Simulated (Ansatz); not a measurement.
Space group Fd-3m:1 (No. 227). a = 7.129 Å, b = 7.129 Å, c = 7.129 Å, α = 90.00°, β = 90.00°, γ = 90.00°
| atom | site | symmetry | x | y | z |
| --- | --- | --- | --- | --- | --- |
| Ti | 16c | .-3m | 0.1250 | 0.1250 | 0.1250 |
| Co | 8b | -43m | 0.0000 | 0.0000 | 0.5000 |

Equation of state of this Ti2Co structure (not necessarily the ground state), with shape and atoms relaxed at each volume where symmetry leaves them free. It has no gap at any of these volumes. These are results of DFT r2SCAN, scalar-relativistic, plane waves, PAW (Ansatz), not measurements.

Cutoff 500 eV; k points 10×10×10 on the computed 6-atom cell (Γ-centred); Gaussian smearing, width 0.10 eV; collinear spin.

```json
{"V (Å³/atom)": "14.190", "E − E(largest V) (meV/atom)": "3.51", "P (GPa)": "7.18"}
{"V (Å³/atom)": "14.643", "E − E(largest V) (meV/atom)": "-11.22", "P (GPa)": "3.33"}
{"V (Å³/atom)": "15.096", "E − E(largest V) (meV/atom)": "-15.78", "P (GPa)": "0.03"}
{"V (Å³/atom)": "15.549", "E − E(largest V) (meV/atom)": "-11.63", "P (GPa)": "-2.81"}
{"V (Å³/atom)": "16.002", "E − E(largest V) (meV/atom)": "0.00", "P (GPa)": "-5.24"}
```

Problem. Fit a third-order Birch–Murnaghan equation to E(V).

Solution. V0 = 15.09 Å³/atom, B0 = 103 GPa, B0' = 4.1.

The state reached may not be the lowest one.